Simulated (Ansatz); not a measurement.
Relaxed-ion elastic tensor of BN (rock salt, Fm-3m) in GPa (Voigt order), the program Ansatz at the r²SCAN level (PAW); density 3.87 g/cm³, 5.32 Å³ per atom.

```
536  328  328  0.0  0.0  0.0
328  536  328  0.0  0.0  0.0
328  328  536  0.0  0.0  0.0
0.0  0.0  0.0  665  0.0  0.0
0.0  0.0  0.0  0.0  665  0.0
0.0  0.0  0.0  0.0  0.0  665
```

Is the crystal mechanically stable?

Yes: the smallest eigenvalue of C is 209 GPa.

Work out the Voigt, Reuss and Hill averages.

K_V = 397, K_R = 397, K_H = 397; G_V = 441, G_R = 211, G_H = 326 GPa.

Give Young's modulus, Poisson's ratio, Pugh's ratio and the universal anisotropy index.

E = 9KG/(3K + G) = 768 GPa; ν = 0.18; K/G = 1.22 (brittle by the Pugh limit of 1.75); A_U = 5G_V/G_R + K_V/K_R − 6 = 5.44.

Estimate the sound speeds and the Debye temperature.

v_l = √((K + 4G/3)/ρ) = 14700 m/s, v_t = √(G/ρ) = 9170 m/s, mean 10100 m/s; Θ = (h/k)(3n/4πV)^(1/3) v_m = 1720 K.

Give the Zener ratio and Young's modulus along [100], [110] and [111].

A = 2C44/(C11 − C12) = 6.38; 1/E = S11 − 2(S11 − S12 − S44/2)Γ with Γ = 0, 1/4, 1/3 gives 288, 687, 1280 GPa.

Solve the Christoffel equation for the three sound speeds along [100], [110], [111].

Eigenvalues of C_ijkl n_j n_l equal ρv². In km/s, slowest first: [100] 11.77, 13.11, 13.11; [110] 5.19, 13.11, 16.83; [111] 8.67, 8.67, 18.21.

A made-up cell: these elements were put on the sites of a structure type; neither database checked (COD, Materials Project) lists it. It is not the phase usual at ambient conditions (space group No. 186, 194, 216). The r²SCAN relaxation kept the symmetry of its start. At this level the phase is dynamically unstable (imaginary phonons).

Potentials: the later of the program's two PAW sets.
